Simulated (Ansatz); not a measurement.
Input:

Generalised stacking fault of KI (rock salt) on the {100} plane. The cell below holds the perfect crystal with the plane normal along z; tilting its third vector by the shift puts one fault into each cell, between planes 3.59 Å apart, at fixed cell height.

```
CELL_PARAMETERS angstrom
      5.07792     0.00000     0.00000
      0.00000     5.07792     0.00000
      2.53896     2.53896    10.77189
ATOMIC_POSITIONS crystal
  I  0.00000 0.00000 0.83333
  I  0.33333 0.33333 0.16667
  I  0.66667 0.66667 0.50000
  K  0.50000 0.50000 0.83333
  K  0.83333 0.83333 0.16667
  K  0.16667 0.16667 0.50000
```

In-plane vectors a = (5.078, 0.000) Å, b = (0.000, 5.078) Å, area 25.79 Å². The shift is s times the vector a (length 5.078 Å), so s = 1 restores the start. The shift is rigid: no atom relaxes. γ = [E(shift) − E(0)] / area.

These are PBE (plane waves to 420 eV, PAW, scalar-relativistic; Ansatz, a program for electronic structure) values and carry that method's errors. k mesh 6×6×6 (Γ-centred), Fermi-Dirac smearing 0.05 eV. Energies are extrapolated to zero smearing. Faults lie only 10.8 Å apart, and holding the cell height and the atoms raises γ above its relaxed value. KI was relaxed with its symmetry unable to fall. Spin-orbit coupling is left out, though I is heavy. The relaxed volume of KI is well above the measured one; the method has no dispersion term. γ is measured from zero shift.

The scan covers s from 0.000 to 0.917 in 12 points.

Question: Does γ have a local minimum between the ends of the line, and at which s?

Answer: No computed point is one.

Question: At which s is γ highest?

Answer: s = 0.500.

Question: What is the highest γ among twelve even steps of s?

Answer: 167 mJ/m².

(The slope of γ gives the shear force per area between the displaced halves; near zero shift its curvature is an elastic stiffness.)
